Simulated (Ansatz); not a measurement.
## MgAu: from a starting cell to a relaxed one

The start is a generated cell, MgAu placed in the AFLOW prototype AB_tP4_131_c_e (B17, as in PtS). Cell shape, volume and atoms are optimised at zero target pressure with PBEsol (plane waves to 420 eV, PAW, scalar-relativistic; Ansatz, a first-principles code). The first steps use a coarse 9×9×7 k-mesh.

Starting cell:
```
MgAu
1.0
    3.83387     0.00000     0.00000
    0.00000     3.83387     0.00000
    0.00000     0.00000     4.77318
Mg Au
2 2
Direct
  0.00000   0.50000   0.00000
  0.50000   0.00000   0.50000
  0.00000   0.00000   0.25000
  0.00000   0.00000   0.75000
```

### Question
How much energy is released per atom?

### Answer
1.27 eV/atom.

### Question
How does the volume change?

### Answer
+58.8 %, from 17.54 to 27.85 Å³/atom.

### Question
How do the shortest distances between atoms change?

### Answer
The closest pairs of elements (up to four, under 3.6 Å), start → end: Au–Mg 2.26 → 2.64 Å; Au–Au 2.39 → 2.68 Å.

### Question
What does it relax into? Give the structure.

### Answer

```cif
data_Au2Mg2
_chemical_formula_sum 'Mg2 Au2'
_space_group_name_H-M_alt 'P42/mmc'
_space_group_IT_number 131
_space_group_name_Hall '-P 4c 2'
_cell_length_a 4.55660
_cell_length_b 4.55660
_cell_length_c 5.36534
_cell_angle_alpha 90.000
_cell_angle_beta 90.000
_cell_angle_gamma 90.000
loop_
_atom_site_label
_atom_site_type_symbol
_atom_site_symmetry_multiplicity
_atom_site_Wyckoff_symbol
_atom_site_fract_x
_atom_site_fract_y
_atom_site_fract_z
_atom_site_occupancy
Mg1 Mg 2 c 0.00000 0.50000 0.00000 1
Au1 Au 2 e 0.00000 0.00000 0.25000 1
```

The space group stays P4₂/mmc (No. 131) (the run could not lower it); the end is AFLOW prototype AB_tP4_131_c_e (B17, as in PtS), with 4 atoms in the primitive cell. Final values are on a 10×10×9 k-mesh of the relaxed cell. No spin polarisation in the result.

The run could not lose the symmetry of its start: the end is stationary, and may be a saddle point rather than a minimum.

All atoms sit on sites fixed by symmetry, so only the cell could relax.

The relaxed structure here is a generated cell of MgAu: the first start was made by placing the elements on the sites of a structure type, and the end was not matched to a known phase here, so it may be hypothetical.
